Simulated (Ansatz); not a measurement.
VSi₂:
```xyz
9
Lattice="4.5291 0.0000 0.0000 -2.2645 3.9223 0.0000 0.0000 0.0000 6.3306" Properties=species:S:1:pos:R:3 pbc="T T T"
V      2.2645     0.0000     0.0000
V      1.1323     1.9611     2.1102
V     -1.1323     1.9611     4.2204
Si     0.0000     1.2775     0.0000
Si     3.4227     0.6388     2.1102
Si     1.1582     3.2835     4.2204
Si     2.2645     2.6447     0.0000
Si    -1.1582     3.2835     2.1102
Si     1.1064     0.6388     4.2204
```
Starting moments (μB, in the order of the atoms V V V Si Si Si Si Si Si): 0.3 0.3 0.3 0.0 0.0 0.0 0.0 0.0 0.0.

Relaxed with r²SCAN.

**Question.** Map the electron localisation function on the plane through (0.500, 0.000, 0.000) spanned by u = [1, 1, 0] and v = [1, -1, 0] in lattice vectors, from the program Ansatz at the r²SCAN level (PAW).

**Answer.** x is the fraction of u, y of v (the angle between them is 90°; rows are the nearest grid lines); atoms in the plane: V at (0.00, 0.00), V at (0.50, 0.50), Si at (0.49, 0.17), Si at (0.99, 0.67), Si at (0.01, 0.33), Si at (0.51, 0.83).
```
y \ x   0.000  0.0870  0.174  0.261  0.348  0.435  0.565  0.652  0.739  0.826  0.913   1.00
------  -----  ------  -----  -----  -----  -----  -----  -----  -----  -----  -----  -----
1.00    0.665   0.759  0.337  0.182  0.481  0.544  0.544  0.481  0.182  0.337  0.759  0.665
0.923   0.631   0.466  0.139  0.437  0.688  0.579  0.557  0.695  0.479  0.141  0.442  0.631
0.846   0.303   0.306  0.412  0.634  0.568  0.229  0.247  0.553  0.705  0.510  0.360  0.303
0.769   0.678   0.661  0.583  0.558  0.582  0.367  0.369  0.625  0.664  0.679  0.706  0.678
0.692   0.378   0.220  0.589  0.566  0.534  0.631  0.675  0.632  0.669  0.612  0.208  0.378
0.615   0.204   0.411  0.707  0.512  0.157  0.139  0.147  0.195  0.580  0.718  0.370  0.204
0.538   0.595   0.607  0.516  0.162  0.423  0.759  0.749  0.386  0.170  0.533  0.608  0.595
0.462   0.595   0.608  0.533  0.170  0.386  0.749  0.759  0.423  0.162  0.516  0.607  0.595
0.385   0.204   0.370  0.718  0.580  0.195  0.147  0.139  0.157  0.512  0.707  0.411  0.204
0.308   0.378   0.208  0.612  0.669  0.632  0.675  0.631  0.534  0.566  0.589  0.220  0.378
0.231   0.678   0.706  0.679  0.664  0.625  0.369  0.367  0.582  0.558  0.583  0.661  0.678
0.154   0.303   0.360  0.510  0.705  0.553  0.247  0.229  0.568  0.634  0.412  0.306  0.303
0.0769  0.631   0.442  0.141  0.479  0.695  0.557  0.579  0.688  0.437  0.139  0.466  0.631
0.000   0.665   0.759  0.337  0.182  0.481  0.544  0.544  0.481  0.182  0.337  0.759  0.665
```

The density is the valence pseudo-density with augmentation charge, so density and ELF within about 1 Å of a nucleus are not all-electron values.

Space group P6_222. Symmetry was held in the r²SCAN relaxation. Magnetic state: ferromagnetic, the only order run, not a proven ground state. Other orbital occupations within this spin state were not tried.

Potentials: the later of the program's two PAW sets.
